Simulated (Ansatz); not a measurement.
Relaxed-ion elastic tensor of SnTe (rock salt, space group No. 225) in GPa (Voigt order), plane-wave PAW r²SCAN (Ansatz code); density 6.32 g/cm³, 32.37 Å³ per atom.

```
     1    2    3     4     5     6
-  ---  ---  ---  ----  ----  ----
1  126  3.7  3.7   0.0   0.0   0.0
2  3.7  126  3.7   0.0   0.0   0.0
3  3.7  3.7  126   0.0   0.0   0.0
4  0.0  0.0  0.0  18.4   0.0   0.0
5  0.0  0.0  0.0   0.0  18.4   0.0
6  0.0  0.0  0.0   0.0   0.0  18.4
```

Task: Is the crystal mechanically stable?

Result: Yes: the smallest eigenvalue of C is 18.4 GPa.

Task: Work out the Voigt, Reuss and Hill averages.

Result: K_V = 44.5, K_R = 44.5, K_H = 44.5; G_V = 35.5, G_R = 25.5, G_H = 30.5 GPa.

Task: Give Young's modulus, Poisson's ratio, Pugh's ratio and the universal anisotropy index.

Result: E = 9KG/(3K + G) = 74.6 GPa; ν = 0.22; K/G = 1.46 (brittle by the Pugh limit of 1.75); A_U = 5G_V/G_R + K_V/K_R − 6 = 1.96.

Task: Estimate the sound speeds and the Debye temperature.

Result: v_l = √((K + 4G/3)/ρ) = 3670 m/s, v_t = √(G/ρ) = 2200 m/s, mean 2430 m/s; Θ = (h/k)(3n/4πV)^(1/3) v_m = 227 K.

Task: Give the Zener ratio and Young's modulus along [100], [110] and [111].

Result: A = 2C44/(C11 − C12) = 0.30; 1/E = S11 − 2(S11 − S12 − S44/2)Γ with Γ = 0, 1/4, 1/3 gives 126, 57.3, 48.5 GPa.

Task: Solve the Christoffel equation for the three sound speeds along [100], [110], [111].

Result: Eigenvalues of C_ijkl n_j n_l equal ρv². In km/s, slowest first: [100] 1.71, 1.71, 4.47; [110] 1.71, 3.11, 3.63; [111] 2.73, 2.73, 3.31.

Space group Fm-3m (rock salt). Symmetry was held in the r²SCAN relaxation. At this level the phase is dynamically unstable (imaginary phonons). Scalar-relativistic: spin–orbit coupling is off unless named, which matters more the heavier the elements.

Potentials: the later of the program's two PAW sets.
